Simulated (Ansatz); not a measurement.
# Sr (Im-3m), clamped-ion strain scan

The calculation used Ansatz, DFT PBEsol, scalar-relativistic, plane waves, PAW. Cutoff 420 eV, Γ-centred 14×14×14 k-points, Gaussian smearing of 0.15 eV. No spin polarisation. Energies are free energies at this smearing, counted from the undisturbed cell; pressure is positive in compression.

Zero of the scan (as given, not relaxed at this level; it stands at -1.1 GPa; this bcc form isn't the usual structure):

```
CELL_PARAMETERS angstrom
-2.42500 2.42500 2.42500
2.42500 -2.42500 2.42500
2.42500 2.42500 -2.42500
ATOMIC_POSITIONS crystal
Sr 0.00000 0.00000 0.00000
```

The cell is strained by ε times the Voigt pattern (0, 1, 0, 0, 0, 0) (xx, yy, zz, yz, xz, xy; engineering shear) with fractional coordinates fixed. The cell is metallic on the mesh throughout.

```csv
ε,ΔE (meV/atom),"stress summed along the pattern (GPa, tension positive)",pressure (GPa)
-0.1500,4.6,-1.96,0.9
-0.1125,-13.4,-0.79,0.2
-0.0750,-17.9,0.08,-0.3
-0.0375,-12.4,0.70,-0.8
0.0000,0.0,1.12,-1.1
0.0375,16.8,1.38,-1.4
0.0750,36.5,1.56,-1.6
0.1125,58.3,1.71,-1.8
0.1312,69.9,1.77,-1.9
0.1500,82.0,1.84,-2.0
```